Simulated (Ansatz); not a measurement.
Relaxing a structure of BiB

The start is a relaxed BiB cell shaken by Gaussian noise of σ = 0.08 Å a coordinate. The structure is fully relaxed (lattice and positions, P = 0) with r2SCAN (plane waves to 500 eV, PAW, scalar-relativistic; Ansatz, a program for electronic structure). The first steps use a coarse 7×7×2 k-mesh.

The start:
```
CELL_PARAMETERS angstrom
      3.77088     0.00000     0.00000
     -1.88544     3.26568     0.00000
      0.00000     0.00000    13.57915
ATOMIC_POSITIONS crystal
  B  0.40454 0.71274 0.18953
  B  0.61718 0.32319 0.68875
  B  0.66810 0.34477 0.80944
  B  0.34372 0.69806 0.30912
  Bi 0.36133 0.68618 0.60915
  Bi 0.65044 0.32197 0.11561
  Bi 0.65782 0.32679 0.39684
  Bi 0.34411 0.65549 0.88458
```

Largest initial force: about 2.0 eV/Å, on B1 (atoms numbered as listed)
Energy released: 0.13 eV/atom
Relative to the parent: It does not go back: it reaches P6₃/mmc (No. 194), 0.05 eV/atom below the parent
Shortest distances (start → end): The closest pairs of elements (up to four, under 3.6 Å), start → end: B–B 1.64 → 1.67 Å; B–Bi 2.24 → 2.42 Å; Bi–Bi 3.56 → 3.16 Å
Band gap at the end: no gap (metallic)
Optimiser moves: 20

Final structure:

```cif
data_B4Bi4
_chemical_formula_sum 'B4 Bi4'
_space_group_name_H-M_alt 'P63/mmc'
_space_group_IT_number 194
_space_group_name_Hall '-P 6c 2c'
_cell_length_a 3.82741
_cell_length_b 3.82741
_cell_length_c 13.54551
_cell_angle_alpha 90.000
_cell_angle_beta 90.000
_cell_angle_gamma 120.000
loop_
_atom_site_label
_atom_site_type_symbol
_atom_site_symmetry_multiplicity
_atom_site_Wyckoff_symbol
_atom_site_fract_x
_atom_site_fract_y
_atom_site_fract_z
_atom_site_occupancy
B1 B 4 f 0.33333 0.66667 0.18843 1
Bi1 Bi 4 e 0.00000 0.00000 0.11648 1
```

Final values are on a 14×14×4 k-mesh of the relaxed cell. No spin polarisation in the result.

The relaxed structure here is a generated cell of BiB: the first start was made by placing the elements on the sites of a structure type, and the end was not matched to a known phase here, so it may be hypothetical.
